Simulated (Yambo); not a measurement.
Yambo run on Cs2Pt (space group P6_3/mmc, No. 194). The wavefunctions are norm-conserving PBEsol (Quantum ESPRESSO, 84 Ry, no spin-orbit coupling) ones on a 3×3×1 mesh (36 occupied bands); a = 5.8071 Å, b = 5.8071 Å, c = 7.8973 Å, α = 90.00°, β = 90.00°, γ = 120.00°.

Yambo input:

```
rim_cut
gw0
dyson
el_el_corr
HF_and_locXC
ppa
em1d
RandQpts= 1000000
RandGvec= 1 Ry
EXXRLvcs= 84 Ry
VXCRLvcs= 336 Ry
Chimod= "HARTREE"
% BndsRnXp
 9 | 245 |
%
NGsBlkXp= 6 Ry
% LongDrXp
 1.0 | 1.0 | 1.0 |
%
PPAPntXp= 27.2114 eV
% GbndRnge
 1 | 97 |
%
GTermKind= "BG"
DysSolver= "n"
ExtendOut
% QPkrange
 1 | 1 | 36 | 37 |
%
```

k points by index: 1 = Γ.

Table of the .qp output:

```
#    K-point    Band    Eo [eV]    E [eV]    E-Eo [eV]    Vxc [eV]    Vnlxc [eV]    Sc|Eo [eV]    Sc|E [eV]    dSc/dw|Eo [eV]    Re(Z)    Im(Z)
#
    1    36    0.000000    -0.114917    -0.114917    -19.54926    -23.73469    4.032711    4.070508    -8.933236    0.752842    -0.002043
    1    37    1.859586    2.474753    0.615166    -9.737833    -6.354552    -2.634768    -2.768115    -5.897523    0.821873    -0.001388
```
(The two width columns are left out.) Convergence of these settings isn't established.

Geometry of the Materials Project entry, not relaxed at this level.

The structure is a Materials Project entry; no match was found in the copy of COD used, and its stability was not checked.
